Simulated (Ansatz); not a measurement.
ZrHg (space group P4/mmm)

```xyz
2
Lattice="3.1097 0.0000 0.0000 0.0000 3.1097 0.0000 0.0000 0.0000 4.2350" Properties=species:S:1:pos:R:3 pbc="T T T"
Zr     1.5549     1.5549     2.1175
Hg     0.0000     0.0000     0.0000
```

The slice is a (0 -1 1) plane (indices of the conventional cell) through the point (0.000, 0.000, 0.000) (fractional), spanned by u = [100] and v = [011] in vectors of this cell: u (3.11 Å) and v (5.25 Å, at 90° to u). It covers one period; positions are fractions (u, v).

Computed with PBEsol (plane waves to 420 eV, PAW, scalar-relativistic; Ansatz, a first-principles code). k mesh 15×15×11. Inside the PAW spheres the values are not all-electron values, and peaks at nuclei hang on which shells count as valence. Spin-orbit coupling is left out, though Hg is heavy. ZrHg is run without spin polarisation. ZrHg was relaxed with its symmetry unable to fall.

Three fields on this plane, each scaled to ten steps between its own extremes (0 low, 9 high; the total valence density on a logarithmic scale, the potential cut 8 eV below its top; x marks points blanked near nuclei; v = 0 in the bottom row):

Map A
```
|xxxxxxx379973xxxxxx|
|xxxxxx04799740xxxxx|
|xxxxxx05899850xxxxx|
|xxxxx0379999730xxxx|
|xxxx026899998620xxx|
|xx0035788888875300x|
|2345667777777766543|
|7777765544445567777|
|8887643100001346788|
|998641000xx00014689|
|9874100xxxxxx001478|
|87520xxxxxxxxxx0257|
|76400xxxxxxxxxx0046|
|6530xxxxxxxxxxxx035|
|6520xxxxxxxxxxxx025|
|6510xxxxxxxxxxxx015|
|6520xxxxxxxxxxxx025|
|6530xxxxxxxxxxxx035|
|76400xxxxxxxxxx0046|
|87520xxxxxxxxxx0257|
|9874100xxxxxx001478|
|998641000xx00014689|
|8887643100001346788|
|7777765544445567777|
|2345667777777766543|
|xx0035788888875300x|
|xxxx026899998620xxx|
|xxxxx0379999730xxxx|
|xxxxxx05899850xxxxx|
|xxxxxx04799740xxxxx|
|xxxxxxx379973xxxxxx|
|xxxxxxx279972xxxxxx|
```

Map B
```
|xxxxxxx632236xxxxxx|
|xxxxxx96311369xxxxx|
|xxxxxx84211248xxxxx|
|xxxxx9631001369xxxx|
|xxxx974210012479xxx|
|xx9864210000124689x|
|7765421100001124567|
|4433211111111112334|
|2221112234432211122|
|111123468xx86432111|
|0011358xxxxxx853110|
|00125xxxxxxxxxx5210|
|01248xxxxxxxxxx8421|
|1136xxxxxxxxxxxx631|
|1237xxxxxxxxxxxx732|
|1247xxxxxxxxxxxx742|
|1237xxxxxxxxxxxx732|
|1136xxxxxxxxxxxx631|
|01248xxxxxxxxxx8421|
|00125xxxxxxxxxx5210|
|0011358xxxxxx853110|
|111123468xx86432111|
|2221112234432211122|
|4433211111111112334|
|7765421100001124567|
|xx9864210000124689x|
|xxxx974210012479xxx|
|xxxxx9631001369xxxx|
|xxxxxx84211248xxxxx|
|xxxxxx96311369xxxxx|
|xxxxxxx632236xxxxxx|
|xxxxxxx732237xxxxxx|
```

Map C
```
|xxxxxxx643346xxxxxx|
|xxxxxx85444458xxxxx|
|xxxxxx76544567xxxxx|
|xxxxx8666556668xxxx|
|xxxx877765567778xxx|
|xx8778765445678778x|
|7778876421124678877|
|8888752100001257888|
|9986410001100014689|
|996310147xx74101369|
|9741028xxxxxx820147|
|86313xxxxxxxxxx3136|
|75338xxxxxxxxxx8335|
|6535xxxxxxxxxxxx535|
|6547xxxxxxxxxxxx745|
|6548xxxxxxxxxxxx845|
|6547xxxxxxxxxxxx745|
|6535xxxxxxxxxxxx535|
|75338xxxxxxxxxx8335|
|86313xxxxxxxxxx3136|
|9741028xxxxxx820147|
|996310147xx74101369|
|9986410001100014689|
|8888752100001257888|
|7778876421124678877|
|xx8778765445678778x|
|xxxx877765567778xxx|
|xxxxx8666556668xxxx|
|xxxxxx76544567xxxxx|
|xxxxxx85444458xxxxx|
|xxxxxxx643346xxxxxx|
|xxxxxxx643346xxxxxx|
```

Question: Assign the maps to these fields: electron localisation function (ELF); valence electron density; electrostatic potential energy of an electron, from the cell's mean.

Answer: A is the electrostatic potential energy of an electron, from the cell's mean; B is the valence electron density; C is the electron localisation function (ELF).
